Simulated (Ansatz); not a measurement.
Relaxed bulk Ag:

Space group R-3m:H (No. 166). a = 2.869 Å, b = 2.869 Å, c = 21.059 Å, α = 90.00°, β = 90.00°, γ = 120.00°
| atom | site | symmetry | x | y | z |
| --- | --- | --- | --- | --- | --- |
| Ag | 3a | -3m | 0.0000 | 0.0000 | 0.0000 |
| Ag | 6c | 3m | 0.0000 | 0.0000 | 0.7777 |

Miller indices refer to the conventional cell of R-3m (No. 166), a = 2.869 Å, b = 2.869 Å, c = 21.059 Å, α = 90.00°, β = 90.00°, γ = 120.00°.

Consider the (001) slab of 7 planes, 14.0 Å thick with 15 Å of vacuum as cut; outer planes Ag (top) and Ag (bottom), all atoms relaxed.

The calculation used DFT PBEsol, scalar-relativistic, plane waves, PAW (Ansatz 0.2.0). Cutoff 420 eV; k points 12×12×1 on the computed 7-atom cell (Γ-centred); Gaussian smearing, width 0.10 eV; no spin polarisation. The cell repeats along c with a dipole correction in the vacuum.

Q: Give the surface energy (mean of both faces).

A: 0.99 J/m².

Q: Predict the work function.

A: 4.66 eV.

Q: The top two planes lie 2.344 Å apart in the bulk. How does relaxation change this?

A: The spacing becomes 2.335 Å (-0.4 %).

The reference crystal is a form of Ag, which isn't its usual structure.